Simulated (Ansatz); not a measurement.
SiH8N2F6:
```xyz
34
Lattice="5.6368 0.0000 0.0000 -2.8184 4.8816 0.0000 0.0000 0.0000 8.9270" Properties=species:S:1:pos:R:3 pbc="T T T"
Si     2.8184     1.6272     6.6256
Si     0.0000     3.2544     2.1621
H      2.8184     3.9028     0.4721
H     -1.9707     4.3922     4.9356
H      0.8477     0.4894     0.4721
H      0.0000     0.9788     4.9356
H      4.7891     0.4894     0.4721
H      1.9707     4.3922     4.9356
H      1.9759     2.1136     3.6346
H     -0.8425     2.7680     8.0981
H      2.8184     0.6543     3.6346
H      0.8425     2.7680     8.0981
H      3.6609     2.1136     3.6346
H      0.0000     4.2273     8.0981
H      0.0000     0.0000     6.3141
H      0.0000     0.0000     1.8506
H      2.8184     1.6272     2.2495
H      0.0000     3.2544     6.7130
N      0.0000     0.0000     5.2791
N      0.0000     0.0000     0.8156
N      2.8184     1.6272     3.2823
N      0.0000     3.2544     7.7458
F      2.8184     3.0100     7.6099
F     -1.1975     3.9458     3.1464
F      1.6209     0.9358     7.6099
F      0.0000     1.8716     3.1464
F      4.0159     0.9358     7.6099
F      1.1975     3.9458     3.1464
F      1.6196     2.3193     5.6599
F     -1.1988     2.5623     1.1964
F      2.8184     0.2429     5.6599
F      1.1988     2.5623     1.1964
F      4.0172     2.3193     5.6599
F      0.0000     4.6387     1.1964
```

Relaxed with LDA.

Q: Give the optical modes at the zone centre with their infrared activity from DFPT, the program Ansatz at the LDA level (PAW).

A: Transverse frequencies, without the LO–TO term; a row sums one degenerate level.

| ω (cm⁻¹) | degeneracy | IR ((D/Å)²/amu) | activity |
|---|---|---|---|
| 201i | 1 | 0.00 | IR-inactive |
| 200i | 1 | 0.00 | IR-inactive |
| 150i | 2 | 0.00 | IR-inactive |
| 145i | 2 | 1.88 | IR |
| 9i | 2 | 3.70 | IR |
| 29 | 2 | 0.00 | IR-inactive |
| 73 | 2 | 0.00 | IR-inactive |
| 116 | 1 | 0.00 | IR-inactive |
| 127 | 1 | 0.00 | IR-inactive |
| 129 | 2 | 0.40 | IR |
| 135 | 2 | 0.00 | IR-inactive |
| 141 | 1 | 0.00 | IR-inactive |
| 158 | 1 | 7.75 | IR |
| 198 | 2 | 0.00 | IR-inactive |
| 200 | 1 | 0.00 | IR-inactive |
| 211 | 2 | 10.30 | IR |
| 221 | 1 | 0.00 | IR-inactive |
| 236 | 2 | 0.00 | IR-inactive |
| 237 | 2 | 13.45 | IR |
| 243 | 1 | 0.00 | IR-inactive |
| 258 | 1 | 7.49 | IR |
| 270 | 1 | 0.00 | IR-inactive |
| 275 | 2 | 0.00 | IR-inactive |
| 280 | 2 | 0.00 | IR-inactive |
| 282 | 1 | 0.00 | IR-inactive |
| 282 | 1 | 0.00 | IR-inactive |
| 387 | 2 | 0.00 | IR-inactive |
| 390 | 2 | 0.26 | IR |
| 395 | 1 | 0.00 | IR-inactive |
| 396 | 1 | 0.37 | IR |
| 451 | 1 | 5.54 | IR |
| 452 | 2 | 0.00 | IR-inactive |
| 458 | 2 | 8.76 | IR |
| 464 | 2 | 0.00 | IR-inactive |
| 466 | 1 | 0.00 | IR-inactive |
| 472 | 2 | 0.35 | IR |
| 635 | 1 | 0.00 | IR-inactive |
| 635 | 1 | 0.23 | IR |
| 692 | 1 | 32.48 | IR |
| 696 | 2 | 57.69 | IR |
| 709 | 2 | 0.00 | IR-inactive |
| 776 | 1 | 0.00 | IR-inactive |
| 1339 | 2 | 0.00 | IR-inactive |
| 1342 | 1 | 0.00 | IR-inactive |
| 1342 | 1 | 0.05 | IR |
| 1349 | 2 | 57.71 | IR |
| 1358 | 2 | 2.54 | IR |
| 1367 | 2 | 0.00 | IR-inactive |
| 1391 | 1 | 37.06 | IR |
| 1446 | 1 | 0.00 | IR-inactive |
| 1564 | 2 | 0.02 | IR |
| 1573 | 2 | 0.00 | IR-inactive |
| 1625 | 2 | 0.00 | IR-inactive |
| 1642 | 2 | 2.20 | IR |
| 3241 | 1 | 2.56 | IR |
| 3246 | 1 | 0.00 | IR-inactive |
| 3274 | 1 | 0.00 | IR-inactive |
| 3276 | 1 | 0.06 | IR |
| 3307 | 2 | 13.33 | IR |
| 3308 | 2 | 0.00 | IR-inactive |
| 3330 | 2 | 85.45 | IR |
| 3332 | 2 | 0.00 | IR-inactive |
| 3345 | 1 | 13.88 | IR |
| 3351 | 1 | 0.00 | IR-inactive |
| 3372 | 1 | 18.78 | IR |
| 3385 | 1 | 0.00 | IR-inactive |

Q: How high does the top mode go among those that the LO–TO term moves?

A: 3358 cm⁻¹ for q along x, 3358 cm⁻¹ for q along y, 3386 cm⁻¹ for q along z.

Space group P6_3mc. The workflow started from a Materials Project entry (that database holds measured and hypothetical structures alike); the Crystallography Open Database files this formula in space group No. 186, but the cells were not matched. Its standing as an ambient phase is unchecked. Symmetry was held in the LDA relaxation. At this level the phase is dynamically unstable (imaginary phonons). The volume lies over 15 % below that of the usual cell of this phase: another minimum, or an error of the functional. A crystal of weakly bound molecules computed without a dispersion correction: the cell and the soft elastic constants depend strongly on that.

Potentials: the later of the program's two PAW sets.
